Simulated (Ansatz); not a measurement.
LiCl:
```yaml
crystal:
  lattice:
    - [0.00000, 2.57497, 2.57497]
    - [2.57497, 0.00000, 2.57497]
    - [2.57497, 2.57497, 0.00000]
  atoms:
    - { symbol: Li, position: [0.00000, 0.00000, 0.00000] }
    - { symbol: Cl, position: [0.50000, 0.50000, 0.50000] }
```

Relaxed with PBE. Special points in fractions of this cell's reciprocal vectors: Γ (0.000, 0.000, 0.000); X (0.500, 0.000, 0.500); U (0.625, 0.250, 0.625); K (0.375, 0.375, 0.750); L (0.500, 0.500, 0.500); W (0.500, 0.250, 0.750).

Q: List the band energies nearest the valence-band maximum at these points for PBE (plane waves, PAW; program Ansatz).

A: In eV from the valence-band maximum; about four levels below and three above (degenerate sets whole), none deeper than 8.9 eV; points with the same levels are listed once.

| k | below | above |
|---|---|---|
| Γ | 0.00 0.00 0.00 | 6.26 11.78 11.78 11.78 |
| X | -2.84 -1.08 -1.08 | 7.80 8.25 12.34 |
| U | -2.43 -1.75 -0.81 | 8.03 9.84 11.34 |
| L | -2.77 -0.25 -0.25 | 6.73 9.43 9.43 |
| W | -2.08 -2.08 -1.04 | 9.43 10.07 10.35 10.35 |

Space group Fm-3m (rock salt). The cell was relaxed with PBE under the symmetry of its start.

Potentials: the later of the program's two PAW sets.
